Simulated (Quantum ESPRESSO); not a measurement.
Zr4AgHf3, input and log of a self-consistent run

Simulated, not a measurement. The program is pw.x of Quantum ESPRESSO 7.5 (plane-wave density functional theory). The cell is made up: eight metal atoms on a face-centred cubic lattice, with elements, volume, strain and displacements drawn at random and not relaxed, so it may be unstable or far from any real phase. PseudoDojo standard norm-conserving files set the functional (PBE unless stated); there is no spin polarisation or spin-orbit coupling, the Fermi-Dirac width of 0.25 eV means electrons at about 2900 K, and the masses in the input are unused placeholders. Heavy elements are run without spin-orbit coupling, which real alloys of them have. A spin test at this wide smearing found no moment, but such smearing suppresses magnetism that the real alloy may have.

Input:

```
&control calculation='scf', pseudo_dir='./dojo.nc.sr.pbe.v0_5.standard.upf', outdir='./o', disk_io='minimal', tprnfor=.true., tstress=.true. /
&system ibrav=0, nat=8, ntyp=3, nbnd=70, ecutwfc=87.97787729, nosym=.true., tot_charge=0,
 occupations='smearing', smearing='fd', degauss=0.0183746611
/
&electrons conv_thr=1.470e-08, electron_maxstep=70, mixing_beta=0.5 /
ATOMIC_SPECIES
Ag 1.0 Ag.upf
Hf 1.0 Hf.upf
Zr 1.0 Zr.upf
CELL_PARAMETERS angstrom
-0.0673 4.5351 4.5763
4.3662 -0.0072 4.5161
4.4354 4.5441 -0.0764
ATOMIC_POSITIONS angstrom
Zr 0.002 0.0069 -0.1216
Ag 2.1658 2.2052 0.0472
Hf 2.1235 -0.1382 2.1501
Hf 4.5214 2.4254 2.3413
Zr 0.0253 2.3311 2.3128
Zr 2.3238 4.5235 2.3579
Zr 2.1041 2.3373 4.5344
Hf 4.3055 4.5861 4.6205
K_POINTS automatic
5 5 5 1 1 1
```

The log is shortened where brackets say so; the opening notice, blank lines, dates and the lines on written files are dropped, and the path of the files is cut. It prints rydbergs, bohrs and kilobars, and counts compression as positive stress. Its total energy is the free energy E - TS of the whole cell.

```
     Program PWSCF v.7.5
     Parallel version (MPI & OpenMP), running on       4 processor cores
     Number of MPI processes:                 4
     Threads/MPI process:                     1
     [start-up lines left out]
     bravais-lattice index     =            0
     lattice parameter (alat)  =      12.1758  a.u.
     unit-cell volume          =    1246.2631 (a.u.)^3
     number of atoms/cell      =            8
     number of atomic types    =            3
     number of electrons       =       103.00
     number of Kohn-Sham states=           70
     kinetic-energy cutoff     =      87.9779  Ry
     charge density cutoff     =     351.9115  Ry
     scf convergence threshold =      1.5E-08
     mixing beta               =       0.5000
     number of iterations used =            8  plain     mixing
     Exchange-correlation= PBE
                           (   1   4   3   4   0   0   0)
     [axes and pseudopotential details left out]
   Cartesian axes
     site n.     atom                  positions (alat units)
         1        Zr     tau(   1) = (   0.0003104   0.0010709  -0.0188728  )
         2        Ag     tau(   2) = (   0.3361399   0.3422549   0.0073256  )
         3        Hf     tau(   3) = (   0.3295748  -0.0214491   0.3337032  )
         4        Hf     tau(   4) = (   0.7017375   0.3764308   0.3633782  )
         5        Zr     tau(   5) = (   0.0039267   0.3617951   0.3589549  )
         6        Zr     tau(   6) = (   0.3606621   0.7020634   0.3659545  )
         7        Zr     tau(   7) = (   0.3265639   0.3627573   0.7037551  )
         8        Hf     tau(   8) = (   0.6682290   0.7117792   0.7171182  )
     number of k points=    63  Fermi-Dirac smearing, width (Ry)=  0.0184
                       cart. coord. in units 2pi/alat
        k(    1) = (   0.0737356   0.0710219   0.0714958), wk =   0.0320000
        k(    2) = (   0.2168764   0.2125653  -0.0666682), wk =   0.0320000
     [further k points left out]
     Dense  grid:   138965 G-vectors     FFT dimensions: (  75,  72,  72)
     Estimated max dynamical RAM per process >     543.73 MB
     Estimated total dynamical RAM >       2.02 GB
     Initial potential from superposition of free atoms
     starting charge     102.9845, renormalised to     103.0000
     Starting wfcs are   80 randomized atomic wfcs
     total cpu time spent up to now is       15.2 secs
     per-process dynamical memory:   433.8 Mb
     Self-consistent Calculation
     iteration #  1     ecut=    87.98 Ry     beta= 0.50
     Davidson diagonalization with overlap
     ethr =  1.00E-02,  avg # of iterations =  2.4
     total cpu time spent up to now is       51.7 secs
     total energy              =   -1052.55837243 Ry
     estimated scf accuracy    <       1.63452695 Ry
     iteration #  2     ecut=    87.98 Ry     beta= 0.50
     Davidson diagonalization with overlap
     ethr =  1.59E-03,  avg # of iterations =  5.2
     total cpu time spent up to now is       93.8 secs
     total energy              =   -1052.86353745 Ry
     estimated scf accuracy    <       5.68444109 Ry
     iteration #  3     ecut=    87.98 Ry     beta= 0.50
     Davidson diagonalization with overlap
     ethr =  1.59E-03,  avg # of iterations =  2.3
     total cpu time spent up to now is      129.5 secs
     total energy              =   -1053.41209151 Ry
     estimated scf accuracy    <       0.73801914 Ry
     iteration #  4     ecut=    87.98 Ry     beta= 0.50
     Davidson diagonalization with overlap
     ethr =  7.17E-04,  avg # of iterations =  2.0
     total cpu time spent up to now is      161.8 secs
     total energy              =   -1053.47336225 Ry
     estimated scf accuracy    <       0.09601185 Ry
     iteration #  5     ecut=    87.98 Ry     beta= 0.50
     Davidson diagonalization with overlap
     ethr =  9.32E-05,  avg # of iterations =  6.9
     total cpu time spent up to now is      202.2 secs
     total energy              =   -1053.48040801 Ry
     estimated scf accuracy    <       0.02488491 Ry
     [iterations 6 to 13 left out]
     iteration # 14     ecut=    87.98 Ry     beta= 0.50
     Davidson diagonalization with overlap
     ethr =  1.44E-09,  avg # of iterations =  2.5
     total cpu time spent up to now is      510.8 secs
     total energy              =   -1053.48920332 Ry
     estimated scf accuracy    <       0.00000036 Ry
     iteration # 15     ecut=    87.98 Ry     beta= 0.50
     Davidson diagonalization with overlap
     ethr =  3.54E-10,  avg # of iterations =  4.7
     total cpu time spent up to now is      545.6 secs
     total energy              =   -1053.48920337 Ry
     estimated scf accuracy    <       0.00000008 Ry
     iteration # 16     ecut=    87.98 Ry     beta= 0.50
     Davidson diagonalization with overlap
     ethr =  8.07E-11,  avg # of iterations =  3.3
     total cpu time spent up to now is      579.4 secs
     total energy              =   -1053.48920338 Ry
     estimated scf accuracy    <       0.00000002 Ry
     iteration # 17     ecut=    87.98 Ry     beta= 0.50
     Davidson diagonalization with overlap
     ethr =  1.79E-11,  avg # of iterations =  3.9
     total cpu time spent up to now is      613.0 secs
     total energy              =   -1053.48920338 Ry
     estimated scf accuracy    <       0.00000002 Ry
     iteration # 18     ecut=    87.98 Ry     beta= 0.50
     Davidson diagonalization with overlap
     ethr =  1.79E-11,  avg # of iterations =  1.9
     total cpu time spent up to now is      642.9 secs
     End of self-consistent calculation
     [lines on levels left out]
!    total energy              =   -1053.48920338 Ry
     estimated scf accuracy    <          3.7E-09 Ry
     smearing contrib. (-TS)   =      -0.16447504 Ry
     internal energy E=F+TS    =   -1053.32472834 Ry
     The total energy is F=E-TS. E is the sum of the following terms:
     one-electron contribution =    -320.14887385 Ry
     hartree contribution      =     197.91747462 Ry
     xc contribution           =    -211.72984583 Ry
     ewald contribution        =    -719.36348329 Ry
     convergence has been achieved in  18 iterations
     Forces acting on atoms (cartesian axes, Ry/au):
     atom    1 type  3   force =    -0.01076254   -0.00159143    0.01251959
     atom    2 type  1   force =     0.01141319    0.01547144   -0.00034408
     atom    3 type  2   force =     0.01541282    0.04460158    0.02289567
     atom    4 type  2   force =    -0.02545144   -0.04665893   -0.01305970
     atom    5 type  3   force =    -0.01210081   -0.02206675   -0.00977518
     atom    6 type  3   force =    -0.01750542    0.02175441   -0.02135658
     atom    7 type  3   force =     0.01364498   -0.01803150    0.00570134
     atom    8 type  2   force =     0.02534922    0.00652119    0.00341894
     Total force =     0.097962     Total SCF correction =     0.000124
     Computing stress (Cartesian axis) and pressure
          total   stress  (Ry/bohr**3)                   (kbar)     P=      -15.11
  -0.00008602   0.00004570   0.00009094          -12.65        6.72       13.38
   0.00004570  -0.00007369   0.00002165            6.72      -10.84        3.18
   0.00009094   0.00002165  -0.00014840           13.38        3.18      -21.83
     init_run     :     14.24s CPU     15.13s WALL (       1 calls)
     electrons    :    621.07s CPU    627.72s WALL (       1 calls)
     forces       :      4.57s CPU      4.60s WALL (       1 calls)
     stress       :     16.47s CPU     16.84s WALL (       1 calls)
     [timing details left out]
     PWSCF        :  10m56.53s CPU  11m 4.50s WALL
     JOB DONE.
```

In other units: free energy -14333.451 eV for the cell, pressure -1.51 GPa, largest force component 1.200 eV/Å in size. The run took 666 s of wall time with four MPI processes on a shared machine (Intel Xeon, 2023 or later, virtual cores), so the time is rough. A rerun of this cell at a higher cutoff and on a denser mesh moved values by no more than 0.002 eV in energy, 0.02 GPa in stress and 0.003 eV/Å in force, and a second program with other atomic files agreed on that cell to 2 % rms in force and 0.5 GPa in pressure.